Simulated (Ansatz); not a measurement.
Consider the following.

GaP:
```xyz
2
Lattice="0.0000 2.5787 2.5787 2.5787 0.0000 2.5787 2.5787 2.5787 0.0000" Properties=species:S:1:pos:R:3 pbc="T T T"
P      0.0000     0.0000     0.0000
Ga     2.5787     2.5787     2.5787
```

This is the PBE-relaxed structure.

**Question.** All from the program Ansatz at the PBE level (PAW), unless another level is named. Give the electronic character.

**Answer.** metallic (no gap).

**Question.** Give the formation energy from the elements (no fitted shifts).

**Answer.** -0.025 eV/atom.

Space group Fm-3m (rock salt). A made-up cell: these elements were put on the sites of a structure type; neither database checked (COD, Materials Project) lists it. It is not the phase usual at ambient conditions (space group No. 216). The cell was relaxed with PBE under the symmetry of its start; whether a distortion lowers the energy is not shown. The references are the lowest solids computed at this level, not always the standard phases. Spin–orbit coupling is left out wherever it is not named.

Potentials: the later of the program's two PAW sets.
